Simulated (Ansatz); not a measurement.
AlNi3 (Cu3Au type)

```xyz
4
Lattice="3.5668 0.0000 0.0000 0.0000 3.5668 0.0000 0.0000 0.0000 3.5668" Properties=species:S:1:pos:R:3 pbc="T T T"
Al     0.0000     0.0000     0.0000
Ni     0.0000     1.7834     1.7834
Ni     1.7834     0.0000     1.7834
Ni     1.7834     1.7834     0.0000
```

Grid over V/V₀ and (c/a)/(c/a)₀, subscript 0 meaning the relaxed cell; the conventional c axis lies along z; no internal relaxation.

All values below come from PBE (plane waves to 420 eV, PAW, scalar-relativistic; Ansatz, a program for electronic structure). k mesh 13×13×13 (Γ-centred), Fermi-Dirac smearing 0.05 eV. The energy includes the smearing's −TS. With partly filled bands, the response to shear is sensitive to the k mesh, so small differences along c/a are uncertain. AlNi3 was relaxed with its symmetry unable to fall. Relaxed AlNi3 ends ferromagnetic. Other magnetic orders were not checked, so this need not be the ground state. The zero of ΔE is the relaxed starting cell.

Problem. Give the computed ΔE (meV/atom) at all points of the grid V/V₀ = 0.920, 0.960, 1.000, 1.040, 1.080 by (c/a)/(c/a)₀ = 0.960, 0.980, 1.000, 1.020, 1.040.

Solution. ΔE (meV/atom), with V/V₀ across and (c/a)/(c/a)₀ down:

```
(c/a)/(c/a)₀ \ V/V₀  0.920  0.960  1.000  1.040  1.080
-------------------  -----  -----  -----  -----  -----
0.960                   52     15      3     13     39
0.980                   49     12      1     10     36
1.000                   48     11      0     10     36
1.020                   49     12      1     10     37
1.040                   52     15      4     13     39
```

(A scan under strain: stresses follow from slopes of the energy per volume, elastic moduli from its curvatures.)
